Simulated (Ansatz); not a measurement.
CaO (zinc blende, F-43m), PBEsol (plane waves, PAW; program Ansatz). The conduction-band minimum lies at Γ, with 1 equivalent valley. Second derivatives d²E/dk² of the lowest band at one valley (eV·Å²), along Cartesian directions:

```tsv
direction	d²E/dk²
[100]	18.11
[010]	18.11
[001]	18.11
[110]	18.11
[101]	18.11
[011]	18.11
```

Task: Find the principal effective masses, the density-of-states mass and the conductivity mass.

Result: Off-diagonal terms follow from H_xy = H[110] − (H_xx + H_yy)/2, and m*/mₑ = 7.620 eV·Å² over each eigenvalue: 0.42, 0.42, 0.42. One valley's DOS mass (m₁m₂m₃)^(1/3) = 0.42, conductivity mass 3/(Σ 1/mᵢ) = 0.42 mₑ.

Task: What effective density of states Nc follows at 300 K for parabolic valleys?

Result: Nc = 2.509e19 × 1 × (0.42)^(3/2) ≈ 6.8e18 cm⁻³.

Task: With the computed static dielectric constant 7.07 (mean of the diagonal), estimate a hydrogenic donor's binding energy and radius.

Result: E = 13.606 eV × 0.42/7.07² ≈ 110 meV; a = 0.529 Å × ε/m* ≈ 8.9 Å. Semilocal masses tend to be too small when the gap is underestimated.

Task: With ε∞ = 3.34 and ω_LO = 555 cm⁻¹, what Fröhlich coupling constant follows?

Result: α = (1/ε∞ − 1/ε0) √(m* × 13.606 eV/ħω_LO) = 1.4.

The start of the workflow was typed in or built on a structure type; neither database checked (COD, Materials Project) lists it. It is not the phase usual at ambient conditions (space group No. 225). Symmetry was held in the PBEsol relaxation; whether a distortion lowers the energy is not shown.

Potentials: the earlier of the program's two PAW sets. The files were generated under PBE; for other functionals the program regenerates the frozen cores, and for LDA and PBEsol the local potential too.
